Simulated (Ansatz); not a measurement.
The relaxed structure here is a generated cell of Si2Mo: the first start was made by placing the elements on the sites of a structure type, and the end was not matched to a known phase here, so it may be hypothetical. Known forms of Si2Mo include space group No. 139.

One starting cell of Si2Mo (a generated trial cell of Si2Mo in the AFLOW prototype A2B_cF24_227_d_a (C15, as in MgCu2)) was relaxed twice with Ansatz (plane waves, PAW, scalar-relativistic): with PBEsol at 420 eV and with PBE at 420 eV. The PBEsol result:

Space group Fd-3m, origin choice 1 (No. 227); a = b = c = 6.7748 Å, α = β = γ = 90.00°

```json
[
 {"atom": "Si", "site": "16d", "symmetry": ".-3m", "x": "0.6250", "y": "0.6250", "z": "0.6250"},
 {"atom": "Mo", "site": "8a", "symmetry": "-43m", "x": "0.0000", "y": "0.0000", "z": "0.0000"}
]
```
(The calculation used a cell of 6 atoms; values per cell refer to that cell.)

```csv
quantity,PBEsol,PBE
space group,Fd-3m,Fd-3m
volume (Å³/atom),12.96,[?]
a (Å),6.775,[?]
"gap (eV, no spin-orbit coupling)",0.00,[?]
```

### Question
Fill in the PBE column.

### Answer

- volume (Å³/atom), PBE: 13.30
- a (Å), PBE: 6.834
- gap (eV, no spin-orbit coupling), PBE: 0.00

Both levels end in the same structure; PBE's volume is 2.6 % larger. Neither column is exact.

No spin polarisation in the result.

The run could not lose the symmetry of its start: the end is stationary, and may be a saddle point rather than a minimum.

All atoms sit on sites fixed by symmetry, so only the cell could relax.

Ansatz is a program for electronic structure.
